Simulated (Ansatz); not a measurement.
SiRu2:
```yaml
crystal:
  lattice:
    - [3.71211, 0.00000, 0.00000]
    - [0.00000, 3.71211, 0.00000]
    - [0.00000, 0.00000, 5.91397]
  atoms:
    - { symbol: Ru, position: [0.00000, 0.00000, 0.00000] }
    - { symbol: Ru, position: [0.50000, 0.50000, 0.00000] }
    - { symbol: Ru, position: [0.50000, 0.00000, 0.33524] }
    - { symbol: Ru, position: [0.00000, 0.50000, 0.66476] }
    - { symbol: Si, position: [0.50000, 0.00000, 0.72619] }
    - { symbol: Si, position: [0.00000, 0.50000, 0.27381] }
```

Relaxed with PBEsol.

**Question.** Decompose the optical modes at the zone centre into irreducible representations, and say which are infrared and Raman allowed.

**Answer.** Point group 4/mmm: Γ_opt = 2A1g + 2A2u + B1g + 3Eg + 2Eu. Infrared: A2u, Eu. Raman: A1g, B1g, Eg.

**Question.** Assign frequencies (DFPT, PBEsol in the plane-wave PAW code Ansatz).

**Answer.** Eg 146, Eu 159, B1g 167, Eg 180, A1g 198, A2u 230, Eu 280, Eg 316, A2u 436, A1g 446 cm⁻¹.

Subscripts of B labels follow the axes of the standard setting.

Space group P4/nmm. A made-up cell: these elements were put on the sites of a structure type; neither database checked (COD, Materials Project) lists it. Its standing as an ambient phase is unchecked. The PBEsol relaxation kept the symmetry of its start; whether a distortion lowers the energy is not shown. No spin polarisation was allowed. As this level gives no gap, phonon frequencies hold no LO–TO term and depend on the k-mesh and smearing (Fermi–Dirac, 0.1 eV here).

Potentials: the earlier of the program's two PAW sets. The files were generated under PBE; for other functionals the program regenerates the frozen cores, and for LDA and PBEsol the local potential too.
